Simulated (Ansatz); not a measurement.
Starting cell, ScAl3 (Cu3Au type):

```yaml
crystal:
  lattice:
    - [4.10588, 0.00000, 0.00000]
    - [0.00000, 4.10588, 0.00000]
    - [0.00000, 0.00000, 4.10588]
  atoms:
    - { symbol: Al, position: [0.00000, 0.50000, 0.50000] }
    - { symbol: Al, position: [0.50000, 0.50000, 0.00000] }
    - { symbol: Al, position: [0.50000, 0.00000, 0.50000] }
    - { symbol: Sc, position: [0.00000, 0.00000, 0.00000] }
```

In each cell atom 2 (Al, nearest neighbour Al at 2.903 Å; its periodic images, 4.1 Å or more away, move with it) moves by s·(0.577, 0.577, 0.577) (along Cartesian [111]), the rest being held.

These are PBE (plane waves to 420 eV, PAW, scalar-relativistic; Ansatz, a program for electronic structure) values and carry that method's errors. k mesh 9×9×9 (Γ-centred), Fermi-Dirac smearing 0.05 eV. With partly filled bands, energies and forces of such displacements shift with the k mesh and the smearing. F∥ is the force on the atom along that direction. ScAl3 is run without spin polarisation. ScAl3 was relaxed with its symmetry unable to fall. 

```json
[
 {"s (Å)": "-0.290", "F∥ (eV/Å)": "1.766"},
 {"s (Å)": "-0.232", "F∥ (eV/Å)": "1.372"},
 {"s (Å)": "-0.174", "F∥ (eV/Å)": "1.005"},
 {"s (Å)": "-0.116", "F∥ (eV/Å)": "0.658"},
 {"s (Å)": "-0.058", "F∥ (eV/Å)": "0.326"},
 {"s (Å)": "0.000", "F∥ (eV/Å)": "0.000"},
 {"s (Å)": "0.058", "F∥ (eV/Å)": "-0.326"},
 {"s (Å)": "0.116", "F∥ (eV/Å)": "-0.658"},
 {"s (Å)": "0.174", "F∥ (eV/Å)": "-1.005"},
 {"s (Å)": "0.232", "F∥ (eV/Å)": "-1.372"},
 {"s (Å)": "0.290", "F∥ (eV/Å)": "-1.766"}
]
```

Problem. What is the force constant k = d²E/ds² of this move at s = 0?

Solution. 5.60 eV/Å². The forces along the line at the two nearest points give (0.326 − (-0.326)) / (2·0.058) = 5.62 eV/Å²; the next pair corrects for the finite step.

(For displaced atoms, the force is minus the slope of the energy, and its curvature is a force constant, which sets phonon frequencies.)
